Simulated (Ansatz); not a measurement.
Values for one crystal, relaxed and computed with DFT-r²SCAN in the program Ansatz with PAW potentials; other levels are named.

- Volume per atom = 26.10 Å³
- Electronic character = metallic (no gap)
- Formation energy from the elements (no fitted shifts) = -36 kJ/mol of atoms
- Density of states at the Fermi level = 0.55 states/eV per atom (mean over ±0.08 eV)

**Question.** Which of these materials gives this?
A. CdPt, L1₀ or tetragonal B2
B. CaCd2, Imma (Ca on 4e, Cd on 8h)
C. GaFe3, Cu3Au type
D. CdPd, L1₀ or tetragonal B2

**Answer.** B, CaCd2, Imma (Ca on 4e, Cd on 8h)

The workflow started from a Materials Project entry (that database holds measured and hypothetical structures alike); the Crystallography Open Database copy checked does not list it. Its standing as an ambient phase is unchecked. Symmetry was held in the r²SCAN relaxation; its stability against distortions is not shown here. The references are the lowest solids computed at this level, not always the standard phases. Spin–orbit coupling is left out wherever it is not named.

Potentials: the later of the program's two PAW sets.
